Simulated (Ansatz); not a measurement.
La3In:
```yaml
crystal:
  lattice:
    - [4.96670, 0.00000, 0.00000]
    - [0.00000, 4.96670, 0.00000]
    - [0.00000, 0.00000, 4.96670]
  atoms:
    - { symbol: La, position: [0.50000, 0.50000, 0.00000] }
    - { symbol: La, position: [0.00000, 0.50000, 0.50000] }
    - { symbol: La, position: [0.50000, 0.00000, 0.50000] }
    - { symbol: In, position: [0.00000, 0.00000, 0.00000] }
```

Relaxed with PBEsol. Special points in fractions of this cell's reciprocal vectors: Γ (0.000, 0.000, 0.000); X (0.000, 0.500, 0.000); M (0.500, 0.500, 0.000); R (0.500, 0.500, 0.500).

**Question.** List the band energies nearest the Fermi level at these points for PBEsol (plane waves, PAW; program Ansatz).

**Answer.** In eV from the Fermi level; about four levels below and three above (degenerate sets whole), none deeper than 8.9 eV; points with the same levels are listed once.

| k | below | above |
|---|---|---|
| Γ | -0.99 -0.99 -0.96 -0.96 -0.96 | 0.85 0.85 0.85 |
| X | -1.22 -0.78 -0.78 -0.66 | 0.63 1.03 1.16 |
| M | -1.33 -1.33 -0.08 -0.08 | 0.33 0.75 1.10 1.10 |
| R | -5.56 -1.12 -1.12 -1.12 | 0.36 0.36 0.36 |

Space group Pm-3m (Cu3Au type). The workflow started from a Materials Project entry (that database holds measured and hypothetical structures alike); the Crystallography Open Database files this formula in space group No. 221, but the cells were not matched. Its standing as an ambient phase is unchecked. The PBEsol relaxation kept the symmetry of its start; of distortions, only those at the zone centre were tested. Scalar-relativistic: spin–orbit coupling is off unless named, which matters more the heavier the elements.

Potentials: the later of the program's two PAW sets.
